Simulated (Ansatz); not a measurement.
An Ansatz (a quantum-chemistry and plane-wave program) run. Input:

Ansatz 0.2 input:
```yaml
crystal:
  lattice:
    - [4.1966047424, 0.0, 0.0]
    - [-2.0983023712, 3.6343663166, 0.0]
    - [0.0, 0.0, 6.8284258613]
  atoms:
    - { symbol: Cd, position: [0.6666666667, 0.3333333333, 0.0008935691] }
    - { symbol: Cd, position: [0.3333333333, 0.6666666667, 0.5008935691] }
    - { symbol: S, position: [0.6666666667, 0.3333333333, 0.6243064309] }
    - { symbol: S, position: [0.3333333333, 0.6666666667, 0.1243064309] }
kpoints:
  mp_grid: { grid: [8, 8, 4] }
basis: { xc_grid: 2 }
hamiltonian:
  xc: pbe
  pseudopotentials: { kind: paw }
scf:
  occupations: { method: fixed }
checkpoint: { read: static.run }
output: { bader: true, populations: true }
```

Output (shortened):

```
Pseudopotential: Cd, paw, valence charge 20
Pseudopotential: S, paw, valence charge 6
Functional definition: PBE
Crystal: 4 atoms, lattice volume = 104.147 Å³
Basis set: ecut = 420 eV, 1985 PW (Γ), exchange–correlation on 60×60×96 points (8 copies of the dense FFT grid, shifted against one another)
Bands: 32, of which v1, the nominal top of the filled ones, is band 26 counted from 1 (25 counted from 0)
Symmetry: 12 space group operations
Space group: P63mc (ITA 186), of the structure as read, at distance tolerance 4.7e-5 Å
k-points: 30 of 256 (time reversal used)
Stability of the state it starts from, as read at its close in the unpolarized treatment …
iter 1 solved again at ethr=9.17e-8 eV; its pass at ethr=3.10e-3 eV (dr2=4.77e-5 eV) is discarded
SCF iter   1: F=—  HF=-18315.662157 eV  |F-HF|=—  |Δ(HF+E_count)|=         —  Δρ=4.69e-7  dr2=1.87e-10  ethr=9.17e-8  ⟨swp⟩=3.0  Hψ=5709  notcnv=0  defer=120
preconditioner: auto → Resta (q_TF=auto, 2.430 Å⁻¹)
SCF iter   2: F=-18315.662157 eV  HF=-18315.662157 eV  |F-HF|=3.64e-12  |Δ(HF+E_count)|=   2.98e-8  Δρ=2.60e-7  dr2=7.57e-11  ethr=1.00e-12  ⟨swp⟩=9.1  Hψ=4594  notcnv=0
SCF 1 converged in 2 iterations: F = -18315.662157 eV  dr2 = 7.57e-11
SCF converged after 2 iterations
Free energy (F): -18315.662157 eV
Harris-Foulkes:  -18315.662157 eV  (|F-HF|=3.64e-12)
Internal energy: -18315.662157 eV  (E = F + TS)
E sigma→0 (E₀):  -18315.662157 eV
Fermi energy:    6.244184 eV
--- Per-component energies (eV) ---
  E_band       = -1041.567722
  E_kinetic    = 1221.721054
  E_local      = -8177.514346  (includes V_loc(G=0)·N_el)
  E_nonlocal   = 124.439587
  E_hartree    = 3748.916050
  E_xc         = -546.796731
  E_vxc        = -616.863546  (∫ρ·V_xc dr)
  E_paw        = -9367.863596  (= ΣΔE_a)
  E_vpaw       = -1091.183034  (= ΣTr[D̂ρ^β])
  E_aug_tail   = 0.000030  (compensation charges beyond the density's cutoff)
  E_ewald      = -5318.564205
  E_smearing   =  0.000000  (= −TS)
  E_closure    =  0.000000  (closes the sum)
  Σ components = -18315.662157   (vs F -18315.662157, Δ=0.00e0)
  [band-id]    e_kinetic+e_local+e_nonlocal+2·e_hartree+e_vxc+e_vpaw+e_augmentation_tail = -1041.568155   (vs E_band -1041.567722, Δ=-4.33e-4)
--- Band table (eV; the first three rows and the last of 30) ---
  k-point 0: bands = ["-94.9678", "-94.9678", "-56.0398", "-56.0397", "-56.0397", "-56.0396", "-56.0396", "-56.0393", "-5.8401", "-5.4506", "-1.2978", "-1.2923", "-1.2923", "-1.2178", "-1.2178", "-0.9272", "-0.9272", "-0.8476", "-0.8476", "-0.5394", "2.1494", …
  k-point 1: bands = ["-94.9678", "-94.9678", "-56.0397", "-56.0397", "-56.0397", "-56.0396", "-56.0396", "-56.0394", "-5.7817", "-5.5055", "-1.2842", "-1.2842", "-1.2527", "-1.2316", "-1.2316", "-0.9131", "-0.9131", "-0.8568", "-0.8568", "-0.7640", "2.6956", …
  k-point 2: bands = ["-94.9678", "-94.9678", "-56.0396", "-56.0396", "-56.0396", "-56.0396", "-56.0395", "-56.0395", "-5.6419", "-5.6419", "-1.2608", "-1.2608", "-1.2608", "-1.2608", "-1.0828", "-1.0828", "-0.8825", "-0.8825", "-0.8825", "-0.8825", "3.8861", …
  k-point 29: bands = ["-94.9678", "-94.9678", "-56.0400", "-56.0400", "-56.0398", "-56.0398", "-56.0394", "-56.0394", "-5.3652", "-5.3652", "-1.1353", "-1.1353", "-1.1130", "-1.1130", "-0.9357", "-0.9357", "-0.8925", "-0.8925", "-0.4246", "-0.4246", …
--- Löwdin populations: 4 sites ---
  site symbol       q [e]
     0     Cd     18.7378
     1     Cd     18.7378
     2      S      7.0739
     3      S      7.0739
  spilling = 0.007243 (of n_electrons = 52.000000)
--- Bader charges: 4 sites ---
  site symbol  charge [e]  shift [e]
     0     Cd      0.8616     0.0032
     1     Cd      0.8616     0.0032
     2      S     -0.8616     0.0032
     3      S     -0.8616     0.0032
  shift: an alarm, by how much a part of what the PAW files miss would move the charge. Where it is large, compare
  with a run on PAW files of another source; a small one proves nothing
  estimated error of the sums over rays = 2.1e-4 e
```

Cost: about 40 core-seconds (a rough figure) on shared cores.

Space group P6_3mc (wurtzite). The cell was relaxed with PBE under the symmetry of its start; phonons on a q-mesh show no instability. Spin–orbit coupling is left out wherever it is not named.

Potentials: the later of the program's two PAW sets.

Ansatz is a plane-wave DFT program.
